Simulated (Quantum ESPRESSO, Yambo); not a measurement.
LiBaF$_{3}$ (cubic perovskite, space group Pm-3m, No. 221). The geometry is that of Materials Project entry mp-10250, symmetrised and not relaxed again. Chain: PBEsol (pw.x of Quantum ESPRESSO, ONCV potentials, no spin-orbit coupling); G0W0 in Yambo (4×4×4 Γ-centred k mesh, bands 2 to 121 and a 8 Ry block in the screening, 121 bands in G with the Bruneval-Gonze terminator, plasmon pole fitted at 27.2 eV); BSE (8×8×8 mesh, 9 valence and 3 conduction bands, static screening with 40 bands and a 3 Ry block, scissor 3.23 eV, Tamm-Dancoff).

```yaml
PBEsol gap (dense path): 6.61 eV
PBEsol gap Γ → Γ on the GW mesh: 6.61 eV
PBEsol smallest direct gap on the GW mesh, at Γ: 6.61 eV
G0W0 direct gap at that point: 9.84 eV
G0W0 correction to the gap Γ → Γ: 3.23 eV
direct gap on the BSE mesh, with the scissor: 9.84 eV
first BSE state allowed for light along x: 8.96 eV
lowest BSE state: 8.93 eV
binding_of_the_lowest_exciton: 0.92 eV
RPA electronic dielectric constant along x: 2.54 (10×10×10 mesh, PBEsol bands)
```

Rough cost of the Yambo steps against G0W0 for 8 states: BSE about 3×, one RPA spectrum about 1/10.

Nearest settings tried, and what they do to the gap: 79 bands in G: +24 meV; 48 bands in W, 48 bands in G: +267 meV; 3 Ry block (57 vectors against 179): +280 meV. Not varied: mesh. So the settings aren't converged at that level. The BSE states are vertical excitations (zero momentum). Convergence of the RPA response with its 10×10×10 mesh was not tested. On a 4×4×4 mesh the exciton binding is 1.08 eV, so it isn't converged.

The cell is held in this high symmetry; tilts and polar distortions were not searched.

The structure is a Materials Project entry; no match was found in the copy of COD used, and its stability was not checked.
